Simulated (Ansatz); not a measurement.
A relaxed cell of Ba (P6₃/mmc (No. 194)), relaxed on a k-mesh at least as fine as the one used below. These are r2SCAN (plane waves to 500 eV, PAW, scalar-relativistic; Ansatz, a program for electronic structure) values and carry that method's errors. Γ-centred k-mesh 4×8×5 on the run's cell (coarser than for final values), Fermi–Dirac smearing 0.05 eV.

```
CELL_PARAMETERS angstrom
      9.03772     0.00000     0.00000
     -2.25943     3.91345     0.00000
      0.00000     0.00000     7.48863
ATOMIC_POSITIONS crystal
  Ba 0.16667 0.66667 0.25000
  Ba 0.66667 0.66667 0.25000
  Ba 0.33333 0.33333 0.75000
  Ba 0.83333 0.33333 0.75000
```

Every atom was then displaced, and the forces became (eV/Å):

```tsv
atom	Fx	Fy	Fz
Ba1	0.09	0.04	-0.12
Ba2	-0.12	-0.03	0.20
Ba3	0.06	0.02	0.08
Ba4	-0.03	-0.03	-0.17
```

Task: Which atom was moved farthest relative to the others, and in which direction?

Result: Ba2, by (0.08, -0.04, -0.12) Å (0.15 Å, mean shift removed); the next is Ba1 with 0.09 Å. Its force makes an angle of 158° with its move.

All displacements (Å):

| atom | ux | uy | uz |
|---|---|---|---|
| Ba1 | -0.027 | -0.053 | 0.132 |
| Ba2 | 0.085 | -0.065 | -0.071 |
| Ba3 | -0.049 | 0.004 | 0.022 |
| Ba4 | 0.014 | 0.003 | 0.108 |

The undisplaced cell is probably no minimum: from this displacement the run went on to Im-3m (No. 229), 0.03 eV/atom below it.

No spin polarisation in the result.

The relaxed structure has the type that Ba is known to take under pressure; here it was relaxed at zero pressure, from a generated start.
